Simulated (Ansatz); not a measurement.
# Si3N4 — electrostatic potentials at the N nuclei

Cell: a COD entry (perhaps calculated rather than measured), its atoms then relaxed with PBE in this cell.

Space group P6_3/m (No. 176); a = 7.6015, c = 2.9061 Å, γ = 120.00°.

| site | Wyckoff | site symmetry | x | y | z |
| --- | --- | --- | --- | --- | --- |
| Si | 6h | m.. | 0.7680 | 0.1741 | 0.2500 |
| N7 | 6h | m.. | 0.0299 | 0.3299 | 0.2500 |
| N13 | 2d | -6.. | 0.6667 | 0.3333 | 0.2500 |

One atom of each set is listed.

Computed with Ansatz: DFT, r2SCAN, plane waves and PAW, scalar-relativistic, 500 eV cutoff, Γ-centred 4×4×10 k-points, Fermi–Dirac smearing 0.02 eV.

The potential at a nucleus is that of all electrons and the other nuclei. A higher potential binds the core electrons more strongly, so differences between sites of one element are the initial-state part of core-level shifts.

(1) Rank the N sites by the potential at the nucleus, lowest first, and give each against the lowest.
A. N13: 3 Si at 1.73 Å
B. N7: 3 Si at 1.73–1.74 Å

## Answers

(1) A (0.00 V), B (0.43 V).
